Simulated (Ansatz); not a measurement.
# How far is PAW off for Ta?

```yaml
crystal:
  lattice:
    - [-1.65493, 1.65493, 1.65493]
    - [1.65493, -1.65493, 1.65493]
    - [1.65493, 1.65493, -1.65493]
  atoms:
    - { symbol: Ta, position: [0.00000, 0.00000, 0.00000] }
```

Structure from Materials Project entry mp-50 (possibly hypothetical), not relaxed further.

Spin polarisation is left out, and whether a magnetic state lies lower isn't shown here.

Spin–orbit coupling is left out, though it moves levels of the heavy atoms by tenths of an eV or more.

Methods: DFT, LDA, PAW with Ansatz's default frozen-core files, scalar-relativistic (Ansatz 0.2.0); DFT, LDA, all-electron LAPW, scalar-relativistic (Ansatz 0.2.0).

For PAW: a Γ-centred 14×14×14 k mesh, Fermi–Dirac smearing of 0.05 eV, cutoff 420 eV, no spin polarisation; the PAW files were made with PBE, and the program remakes their frozen cores for this functional. LAPW targets a basis error of 1 meV/atom. The Ansatz runs share mesh, smearing and spin set-up. Plane-wave (PAW) pressures include the program's estimate of the Pulay term.

Stress and pressure are positive in compression.

Levels count from the Fermi level.

PAW results:

```tsv
quantity	PAW
pressure (GPa)	-10.08
highest filled level at N (eV)	-1.542
lowest empty level at N (eV)	1.693
highest filled level at H (eV)	-3.754
lowest empty level at H (eV)	6.744
highest filled level at Γ (eV)	-7.827
lowest empty level at Γ (eV)	0.691
```

(1) What does full-potential LAPW give for the same quantities?

Results:

(1) 
```csv
quantity,LAPW
pressure (GPa),-10.14
highest filled level at N (eV),-1.544
lowest empty level at N (eV),1.699
highest filled level at H (eV),-3.753
lowest empty level at H (eV),6.737
highest filled level at Γ (eV),-7.826
lowest empty level at Γ (eV),0.686
```
